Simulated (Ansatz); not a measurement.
Ru:
```
CELL_PARAMETERS angstrom
      2.72076     0.00000     0.00000
     -1.36038     2.35625     0.00000
      0.00000     0.00000     4.29516
ATOMIC_POSITIONS crystal
  Ru 0.33333 0.66667 0.75000
  Ru 0.66667 0.33333 0.25000
```

Relaxed with PBE.

Question: Which orbitals make up the states near the Fermi level in DFT-PBE in the program Ansatz with PAW potentials?

Answer: Within 0.5 eV of the Fermi level: Ru 4d 93 %. Projections are on Löwdin-orthogonalised atomic valence shells; empty p or d shells of many metals are not among them.

Question: Tabulate the density of states.

Answer: States/eV per cell of 2 atoms, in 0.25 eV bins, energy from the Fermi level.

```csv
E (eV),total,Ru 4d,Ru 5s,Ru 4p
-7.85,0.02,0.00,0.02,0.00
-7.60,0.07,0.00,0.06,0.00
-7.35,0.10,0.00,0.09,0.00
-7.10,0.13,0.00,0.12,0.00
-6.85,0.16,0.01,0.14,0.00
-6.60,0.19,0.01,0.17,0.01
-6.35,0.24,0.02,0.20,0.01
-6.10,0.90,0.59,0.29,0.01
-5.85,2.20,1.67,0.49,0.02
-5.60,2.79,2.24,0.50,0.03
-5.35,3.47,2.96,0.45,0.03
-5.10,2.80,2.44,0.31,0.03
-4.85,2.40,2.11,0.25,0.03
-4.60,1.97,1.78,0.15,0.02
-4.35,3.16,2.86,0.23,0.04
-4.10,2.26,2.08,0.13,0.03
-3.85,2.85,2.66,0.12,0.03
-3.60,2.93,2.70,0.17,0.03
-3.35,1.67,1.51,0.12,0.02
-3.10,1.87,1.77,0.07,0.01
-2.85,3.87,3.64,0.16,0.03
-2.60,3.00,2.81,0.13,0.02
-2.35,3.05,2.85,0.14,0.02
-2.10,3.50,3.29,0.14,0.02
-1.85,2.82,2.61,0.14,0.02
-1.60,3.47,3.19,0.18,0.03
-1.35,2.92,2.67,0.15,0.02
-1.10,2.15,1.96,0.12,0.01
-0.85,1.95,1.77,0.11,0.01
-0.60,1.86,1.69,0.10,0.01
-0.35,1.79,1.65,0.08,0.01
-0.10,1.68,1.57,0.06,0.00
0.15,1.64,1.54,0.06,0.00
0.40,1.73,1.63,0.06,0.00
0.65,2.12,2.02,0.06,0.00
0.90,2.64,2.54,0.07,0.00
1.15,3.23,3.11,0.09,0.00
1.40,4.04,3.90,0.11,0.00
1.65,3.75,3.59,0.12,0.00
1.90,0.91,0.75,0.14,0.00
2.15,0.53,0.33,0.16,0.00
2.40,0.52,0.28,0.18,0.00
2.65,0.51,0.25,0.19,0.00
2.90,0.52,0.23,0.21,0.00
3.15,0.51,0.21,0.21,0.00
3.40,0.51,0.19,0.22,0.00
3.65,0.52,0.18,0.23,0.00
3.90,0.51,0.16,0.23,0.00
4.15,0.48,0.13,0.22,0.00
4.40,0.47,0.12,0.21,0.00
4.65,0.45,0.10,0.20,0.00
```

Space group P6_3/mmc (hcp (Mg type)). The cell was relaxed with PBE under the symmetry of its start. No spin polarisation was allowed. Spin–orbit coupling is left out wherever it is not named.

Potentials: the earlier of the program's two PAW sets.
